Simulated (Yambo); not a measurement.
Yambo run on MgTe (wurtzite, space group P6_3mc, No. 186). The wavefunctions come from this Quantum ESPRESSO step (PBE, PseudoDojo stringent norm-conserving files, scalar-relativistic):

```
&CONTROL
  calculation = 'nscf'
  pseudo_dir = './pseudo'
  outdir = './out'
/
&SYSTEM
  ibrav = 0
  nat = 4
  ntyp = 2
  ecutwfc = 106.6
  ecutrho = 426.4
  occupations = 'fixed'
  force_symmorphic = .true.
  nbnd = 451
/
&ELECTRONS
  conv_thr = 4e-09
  diago_full_acc = .true.
  diago_thr_init = 1e-08
/
ATOMIC_SPECIES
Mg 24.3050 Mg.upf
Te 127.6000 Te.upf
CELL_PARAMETERS angstrom
  4.562643707514   0.000000000000   0.000000000000
 -2.281321853757   3.951365359124   0.000000000000
  0.000000000000   0.000000000000   7.404125027000
ATOMIC_POSITIONS crystal
Mg   0.333333333000   0.666666667000   0.996426334100
Mg   0.666666666333   0.333333333667   0.496426334100
Te   0.333333333000   0.666666667000   0.373573665900
Te   0.666666666333   0.333333333667   0.873573665900
K_POINTS automatic
3 3 2 0 0 0
```

Yambo input:

```
rim_cut
gw0
dyson
el_el_corr
HF_and_locXC
ppa
em1d
RandQpts= 1000000
RandGvec= 1 Ry
EXXRLvcs= 106.6 Ry
VXCRLvcs= 426.4 Ry
Chimod= "HARTREE"
% BndsRnXp
 17 | 450 |
%
NGsBlkXp= 12 Ry
% LongDrXp
 1.0 | 1.0 | 1.0 |
%
PPAPntXp= 27.2114 eV
% GbndRnge
 1 | 450 |
%
GTermKind= "BG"
DysSolver= "n"
ExtendOut
% QPkrange
 1 | 1 | 34 | 35 |
 2 | 2 | 34 | 35 |
 5 | 5 | 34 | 35 |
 6 | 6 | 34 | 35 |
%
```

k points by index: 1 = Γ, 2 = A, 5 = K, 6 = H.

The o-*.qp file then holds:

```
#    K-point    Band    Eo [eV]    E [eV]    E-Eo [eV]    Vxc [eV]    Vnlxc [eV]    Sc|Eo [eV]    Sc|E [eV]    dSc/dw|Eo [eV]    Re(Z)    Im(Z)
#
    1    34    0.000000    -1.023602    -1.023602    -12.64065    -14.78220    0.851462    1.117954    -7.083571    0.793448    -0.001633
    1    35    2.497623    2.790328    0.292704    -9.896125    -6.062204    -3.473541    -3.541217    -6.288340    0.812284    -0.001565
    2    34    -0.286965    -1.369024    -1.082059    -12.42886    -14.83185    1.034768    1.320933    -7.195549    0.790866    -0.001674
    2    35    3.469110    3.816679    0.347569    -9.631877    -5.599780    -3.601302    -3.684528    -6.512780    0.806878    -0.001632
    5    34    -1.389599    -2.541395    -1.151796    -11.27993    -13.96597    1.222156    1.534251    -7.372361    0.786822    -0.001763
    5    35    3.535656    3.590487    0.054831    -7.060691    -3.569531    -3.423890    -3.436329    -6.155684    0.815513    -0.001602
    6    34    -0.633145    -1.707065    -1.073920    -12.17374    -14.58046    1.046951    1.332803    -7.242133    0.789796    -0.001695
    6    35    3.905392    4.186944    0.281552    -8.815994    -4.896954    -3.571034    -3.637488    -6.419019    0.809127    -0.001616
```
(The two width columns are left out.) Convergence of these settings isn't established.

Spin-orbit coupling is not included.

Geometry relaxed with PBEsol.
